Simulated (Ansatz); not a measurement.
NbP (CsCl type), relaxed with PBE (Ansatz, an electronic-structure program, plane waves, PAW): a = 3.1095 Å, b = 3.1095 Å, c = 3.1095 Å, α = 90.00°, β = 90.00°, γ = 90.00°.

| Quantity | Value |
|---|---|
| ΔH_f (eV/atom) | -0.68 |
| B₀ by P(V) fit (GPa) | 191 |

Task: The same phase is relaxed and computed with r²SCAN in the same code. What are the cell and these values now?

Result: a = 3.1077 Å, b = 3.1077 Å, c = 3.1077 Å, α = 90.00°, β = 90.00°, γ = 90.00°.

ΔH_f (eV/atom): -0.68
B₀ by P(V) fit (GPa): 195

Constructed cells (a structure type filled with these elements, in neither database checked): NbP, CsCl type. All cells were relaxed under the symmetry of their starts (and spin orders); stability against distortions was not tested throughout. Rows with no word on spin ran without spin polarisation. Spin–orbit coupling is left out wherever it is not named.

Potentials: the earlier of the program's two PAW sets.

Ansatz is a plane-wave DFT program.

Formation energies count from the lowest solids of the elements computed at the same level, not from gases.
